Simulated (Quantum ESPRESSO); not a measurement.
## Sc2In3TiRhRu (one run as intended and one with a planted mistake)

Computed values, not a measurement. The program is pw.x of Quantum ESPRESSO 7.5 (plane-wave density functional theory). The cell is made up: eight metal atoms on a face-centred cubic lattice, with elements, volume, strain and displacements drawn at random and not relaxed, so it may be unstable or far from any real phase. PseudoDojo standard norm-conserving files set the functional (PBE unless stated); there is no spin polarisation or spin-orbit coupling, the Fermi-Dirac width of 0.25 eV means electrons at about 2900 K, and the masses in the input are unused placeholders. A spin test at this wide smearing found no moment, but such smearing suppresses magnetism that the real alloy may have.

Intended input:

```
&control calculation='scf', pseudo_dir='./dojo.nc.sr.pbe.v0_5.standard.upf', outdir='./o', disk_io='minimal', tprnfor=.true., tstress=.true. /
&system ibrav=0, nat=8, ntyp=5, nbnd=69, ecutwfc=87.97787729, nosym=.true., tot_charge=0,
 occupations='smearing', smearing='fd', degauss=0.0183746611
/
&electrons conv_thr=1.470e-08, electron_maxstep=70, mixing_beta=0.5 /
ATOMIC_SPECIES
In 1.0 In.upf
Rh 1.0 Rh.upf
Ru 1.0 Ru.upf
Sc 1.0 Sc.upf
Ti 1.0 Ti.upf
CELL_PARAMETERS angstrom
-2.2378 -4.4508 -2.252
-4.3638 2.1969 2.1971
0.0266 4.3181 -4.2653
ATOMIC_POSITIONS angstrom
Sc -0.0197 0.0054 0.0025
In -0.0261 2.1751 -2.1803
In -2.173 2.1946 0.0433
Ti -2.1326 4.3315 -2.0918
Rh -2.1676 -0.0606 -2.1732
Ru -2.1621 2.1145 -4.3172
Sc -4.4199 -0.0445 -0.0023
In -4.3693 2.1377 -2.2017
K_POINTS automatic
5 5 4 1 1 1
```

The log is shortened where brackets say so; the opening notice, blank lines, dates and the lines on written files are dropped, and the path of the files is cut. It prints rydbergs, bohrs and kilobars, and counts compression as positive stress. Its total energy is the free energy E - TS of the whole cell.

Log of the intended run:

```
     Program PWSCF v.7.5
     Parallel version (MPI & OpenMP), running on       4 processor cores
     Number of MPI processes:                 4
     Threads/MPI process:                     1
     [start-up lines left out]
     bravais-lattice index     =            0
     lattice parameter (alat)  =      10.3313  a.u.
     unit-cell volume          =    1129.3261 (a.u.)^3
     number of atoms/cell      =            8
     number of atomic types    =            5
     number of electrons       =       106.00
     number of Kohn-Sham states=           69
     kinetic-energy cutoff     =      87.9779  Ry
     charge density cutoff     =     351.9115  Ry
     scf convergence threshold =      1.5E-08
     mixing beta               =       0.5000
     number of iterations used =            8  plain     mixing
     Exchange-correlation= PBE
                           (   1   4   3   4   0   0   0)
     [axes and pseudopotential details left out]
   Cartesian axes
     site n.     atom                  positions (alat units)
         1        Sc     tau(   1) = (  -0.0036034   0.0009877   0.0004573  )
         2        In     tau(   2) = (  -0.0047740   0.3978547  -0.3988058  )
         3        In     tau(   3) = (  -0.3974705   0.4014215   0.0079201  )
         4        Ti     tau(   4) = (  -0.3900809   0.7922889  -0.3826180  )
         5        Rh     tau(   5) = (  -0.3964828  -0.0110845  -0.3975071  )
         6        Ru     tau(   6) = (  -0.3954768   0.3867701  -0.7896732  )
         7        Sc     tau(   7) = (  -0.8084584  -0.0081396  -0.0004207  )
         8        In     tau(   8) = (  -0.7992030   0.3910137  -0.4027202  )
     number of k points=    50  Fermi-Dirac smearing, width (Ry)=  0.0184
                       cart. coord. in units 2pi/alat
        k(    1) = (  -0.1751219   0.0309708  -0.1299574), wk =   0.0400000
        k(    2) = (  -0.2145811   0.1513872  -0.3287353), wk =   0.0400000
     [further k points left out]
     Dense  grid:   125869 G-vectors     FFT dimensions: (  64,  64,  72)
     Estimated max dynamical RAM per process >     429.32 MB
     Estimated total dynamical RAM >       1.59 GB
     Initial potential from superposition of free atoms
     starting charge     105.9800, renormalised to     106.0000
     Starting wfcs are   77 randomized atomic wfcs
     total cpu time spent up to now is        6.9 secs
     per-process dynamical memory:   330.8 Mb
     Self-consistent Calculation
     iteration #  1     ecut=    87.98 Ry     beta= 0.50
     Davidson diagonalization with overlap
     ethr =  1.00E-02,  avg # of iterations =  2.6
     Threshold (ethr) on eigenvalues was too large:
     Diagonalizing with lowered threshold
     Davidson diagonalization with overlap
     ethr =  9.41E-04,  avg # of iterations =  2.0
     total cpu time spent up to now is       34.4 secs
     total energy              =   -1147.24075273 Ry
     estimated scf accuracy    <       1.10475411 Ry
     iteration #  2     ecut=    87.98 Ry     beta= 0.50
     Davidson diagonalization with overlap
     ethr =  1.04E-03,  avg # of iterations =  5.0
     total cpu time spent up to now is       50.9 secs
     total energy              =   -1147.23752924 Ry
     estimated scf accuracy    <      10.42855706 Ry
     [iterations 3 to 14 left out]
     iteration # 15     ecut=    87.98 Ry     beta= 0.50
     Davidson diagonalization with overlap
     ethr =  2.47E-11,  avg # of iterations =  3.5
     total cpu time spent up to now is      217.3 secs
     total energy              =   -1147.86038818 Ry
     estimated scf accuracy    <       0.00000002 Ry
     iteration # 16     ecut=    87.98 Ry     beta= 0.50
     Davidson diagonalization with overlap
     ethr =  2.11E-11,  avg # of iterations =  1.3
     total cpu time spent up to now is      228.1 secs
     End of self-consistent calculation
     [lines on levels left out]
!    total energy              =   -1147.86038817 Ry
     estimated scf accuracy    <          9.6E-09 Ry
     smearing contrib. (-TS)   =      -0.13520182 Ry
     internal energy E=F+TS    =   -1147.72518636 Ry
     The total energy is F=E-TS. E is the sum of the following terms:
     one-electron contribution =    -358.23904636 Ry
     hartree contribution      =     238.59073426 Ry
     xc contribution           =    -241.91105001 Ry
     ewald contribution        =    -786.16582425 Ry
     convergence has been achieved in  16 iterations
     Forces acting on atoms (cartesian axes, Ry/au):
     atom    1 type  4   force =    -0.03872587   -0.00935794   -0.00066385
     atom    2 type  1   force =    -0.02447180   -0.00397281   -0.00665069
     atom    3 type  1   force =     0.02377587   -0.00813809    0.01501194
     atom    4 type  5   force =     0.02496696    0.01687601    0.00120352
     atom    5 type  2   force =    -0.00175681   -0.00199158   -0.00304669
     atom    6 type  3   force =     0.00085176   -0.00107768    0.00673758
     atom    7 type  4   force =     0.01114019    0.00889773   -0.00690155
     atom    8 type  1   force =     0.00421969   -0.00123566   -0.00569026
     Total force =     0.066176     Total SCF correction =     0.000175
     Computing stress (Cartesian axis) and pressure
          total   stress  (Ry/bohr**3)                   (kbar)     P=      -70.01
  -0.00060176  -0.00002134  -0.00003470          -88.52       -3.14       -5.10
  -0.00002134  -0.00042640  -0.00019984           -3.14      -62.73      -29.40
  -0.00003470  -0.00019984  -0.00039967           -5.10      -29.40      -58.79
     init_run     :      6.63s CPU      6.83s WALL (       1 calls)
     electrons    :    219.10s CPU    221.20s WALL (       1 calls)
     forces       :      1.50s CPU      1.51s WALL (       1 calls)
     stress       :      5.11s CPU      5.20s WALL (       1 calls)
     [timing details left out]
     PWSCF        :   3m52.47s CPU   3m54.88s WALL
     JOB DONE.
```

A second run has one planted mistake: one atom is of a wrong element. The input lines that differ:

```
- &system ibrav=0, nat=8, ntyp=5, nbnd=69, ecutwfc=87.97787729, nosym=.true., tot_charge=0,
+ &system ibrav=0, nat=8, ntyp=6, nbnd=70, ecutwfc=87.97787729, nosym=.true., tot_charge=0,
+ Mo 1.0 Mo.upf
- In -4.3693 2.1377 -2.2017
+ Mo -4.3693 2.1377 -2.2017
```

Its log:

```
     Program PWSCF v.7.5
     Parallel version (MPI & OpenMP), running on       4 processor cores
     Number of MPI processes:                 4
     Threads/MPI process:                     1
     [start-up lines left out]
     bravais-lattice index     =            0
     lattice parameter (alat)  =      10.3313  a.u.
     unit-cell volume          =    1129.3261 (a.u.)^3
     number of atoms/cell      =            8
     number of atomic types    =            6
     number of electrons       =       107.00
     number of Kohn-Sham states=           70
     kinetic-energy cutoff     =      87.9779  Ry
     charge density cutoff     =     351.9115  Ry
     scf convergence threshold =      1.5E-08
     mixing beta               =       0.5000
     number of iterations used =            8  plain     mixing
     Exchange-correlation= PBE
                           (   1   4   3   4   0   0   0)
     [axes and pseudopotential details left out]
   Cartesian axes
     site n.     atom                  positions (alat units)
         1        Sc     tau(   1) = (  -0.0036034   0.0009877   0.0004573  )
         2        In     tau(   2) = (  -0.0047740   0.3978547  -0.3988058  )
         3        In     tau(   3) = (  -0.3974705   0.4014215   0.0079201  )
         4        Ti     tau(   4) = (  -0.3900809   0.7922889  -0.3826180  )
         5        Rh     tau(   5) = (  -0.3964828  -0.0110845  -0.3975071  )
         6        Ru     tau(   6) = (  -0.3954768   0.3867701  -0.7896732  )
         7        Sc     tau(   7) = (  -0.8084584  -0.0081396  -0.0004207  )
         8        Mo     tau(   8) = (  -0.7992030   0.3910137  -0.4027202  )
     number of k points=    50  Fermi-Dirac smearing, width (Ry)=  0.0184
                       cart. coord. in units 2pi/alat
        k(    1) = (  -0.1751219   0.0309708  -0.1299574), wk =   0.0400000
        k(    2) = (  -0.2145811   0.1513872  -0.3287353), wk =   0.0400000
     [further k points left out]
     Dense  grid:   125869 G-vectors     FFT dimensions: (  64,  64,  72)
     Estimated max dynamical RAM per process >     439.01 MB
     Estimated total dynamical RAM >       1.62 GB
     Initial potential from superposition of free atoms
     starting charge     106.9825, renormalised to     107.0000
     Starting wfcs are   78 randomized atomic wfcs
     total cpu time spent up to now is        6.6 secs
     per-process dynamical memory:   347.0 Mb
     Self-consistent Calculation
     iteration #  1     ecut=    87.98 Ry     beta= 0.50
     Davidson diagonalization with overlap
     ethr =  1.00E-02,  avg # of iterations =  2.2
     total cpu time spent up to now is       19.7 secs
     total energy              =   -1154.18856539 Ry
     estimated scf accuracy    <       2.05701806 Ry
     iteration #  2     ecut=    87.98 Ry     beta= 0.50
     Davidson diagonalization with overlap
     ethr =  1.92E-03,  avg # of iterations =  4.8
     total cpu time spent up to now is       36.1 secs
     total energy              =   -1154.13966281 Ry
     estimated scf accuracy    <      21.51096810 Ry
     [iterations 3 to 16 left out]
     iteration # 17     ecut=    87.98 Ry     beta= 0.50
     Davidson diagonalization with overlap
     ethr =  7.98E-11,  avg # of iterations =  4.7
     total cpu time spent up to now is      244.1 secs
     total energy              =   -1155.40021405 Ry
     estimated scf accuracy    <       0.00000014 Ry
     iteration # 18     ecut=    87.98 Ry     beta= 0.50
     Davidson diagonalization with overlap
     ethr =  7.98E-11,  avg # of iterations =  1.4
     total cpu time spent up to now is      258.9 secs
     End of self-consistent calculation
     [lines on levels left out]
!    total energy              =   -1155.40021405 Ry
     estimated scf accuracy    <       0.00000001 Ry
     smearing contrib. (-TS)   =      -0.15973996 Ry
     internal energy E=F+TS    =   -1155.24047410 Ry
     The total energy is F=E-TS. E is the sum of the following terms:
     one-electron contribution =    -369.33527045 Ry
     hartree contribution      =     237.10649575 Ry
     xc contribution           =    -222.05141754 Ry
     ewald contribution        =    -800.96028186 Ry
     convergence has been achieved in  18 iterations
     Forces acting on atoms (cartesian axes, Ry/au):
     atom    1 type  5   force =    -0.02494107   -0.01311875    0.00956498
     atom    2 type  1   force =    -0.01094520    0.00012606   -0.01987417
     atom    3 type  1   force =     0.01167936   -0.00972793   -0.00150179
     atom    4 type  6   force =     0.00847395    0.01791467    0.02230370
     atom    5 type  3   force =    -0.00372119    0.00124276   -0.01314285
     atom    6 type  4   force =    -0.00282686   -0.01324959    0.01715535
     atom    7 type  5   force =     0.01642675    0.00076174   -0.00368288
     atom    8 type  2   force =     0.00585426    0.01605104   -0.01082232
     Total force =     0.062313     Total SCF correction =     0.000258
     Computing stress (Cartesian axis) and pressure
          total   stress  (Ry/bohr**3)                   (kbar)     P=     -120.72
  -0.00091251  -0.00011113  -0.00009956         -134.23      -16.35      -14.65
  -0.00011113  -0.00081216  -0.00019962          -16.35     -119.47      -29.36
  -0.00009956  -0.00019962  -0.00073730          -14.65      -29.36     -108.46
     init_run     :      6.29s CPU      6.45s WALL (       1 calls)
     electrons    :    248.71s CPU    252.37s WALL (       1 calls)
     forces       :      1.61s CPU      1.63s WALL (       1 calls)
     stress       :      5.40s CPU      5.52s WALL (       1 calls)
     [timing details left out]
     PWSCF        :   4m22.13s CPU   4m26.15s WALL
     JOB DONE.
```

```
                                            intended run  run with the mistake
                          free energy (eV)    -15617.436            -15720.021
         entropy term -TS, part of it (eV)        -1.840                -2.173
                            pressure (GPa)         -7.00                -12.07
size of the largest force component (eV/Å)         0.996                 0.641
largest change of a force component (eV/Å)                               0.543
                                iterations            16                    18
```

For scale, a rerun of the intended cell at a higher cutoff and on a denser mesh moved values by no more than 0.003 eV in energy, 0.03 GPa in stress and 0.003 eV/Å in force, and a second program with other atomic files agreed on that cell to 2 % rms in force and 0.5 GPa in pressure. Files of another functional or element have another zero of energy, so the energy change says nothing on stability. The number of bands, nbnd, was set by rule from the electron count, so it follows the mistake.